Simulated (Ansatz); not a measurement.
A trial cell of NbSiO4, before relaxation:

```
CELL_PARAMETERS angstrom
0.00000 3.17545 3.17545
3.17545 0.00000 3.17545
3.17545 3.17545 0.00000
ATOMIC_POSITIONS crystal
Nb 0.75000 0.75000 0.75000
Si 0.00000 0.00000 0.00000
O 0.87731 0.37423 0.37423
O 0.37423 0.37423 0.37423
O 0.37423 0.87731 0.37423
O 0.37423 0.37423 0.87731
```

Computed with DFT PBE, scalar-relativistic, plane waves, PAW in Ansatz 0.2.0. Cutoff 420 eV, Gaussian smearing, Γ-centred meshes. Cell and atoms relax first on a coarse mesh and then on a finer one. In between, the cell is made exact in the group found at 0.06 Å. In metals the finer mesh still leaves noise of several meV/atom or more. The steps can't lower the symmetry of their start. Collinear spin is switched on along the way, since trial moments persisted in a coarse test.

A guess keeps its type if space group and coordination stay and the shape of the cell changes little (axis ratios within about 15 %, angles within 6°); the volume may change.

Question: Will the relaxed cell still be of the starting type?

Answer: It keeps its type. The symmetry stays F-43m (No. 216). The volume per atom shrinks by 4.8 %, from 10.7 to 10.2 Å³. The shortest distance goes from 2.23 Å (O–O) to 2.20 Å (O–O). Counting neighbours within 15 % of an atom's shortest distance, the start has Nb 16, O 6, Si 16 and the end Nb 16, O 6, Si 16.

Energies over the elements count from the elements' standard structures at the same level (O₂ as a molecule), with no fitted energy shifts.

Question: At what energy does it end?

Answer: +0.67 eV/atom. The separate elements lie lower, so it is unstable against them.

The last run used collinear spin, a 10×10×10 mesh for its 6-atom cell and Gaussian smearing of 0.10 eV. Another magnetic order may lie lower. Symmetry constrained the relaxation, so the result can be a saddle point. Another cell of NbSiO4 relaxed alike but without spin, in P4/mmm, lies 2.63 eV/atom lower, so this cell isn't the stable form at this level.
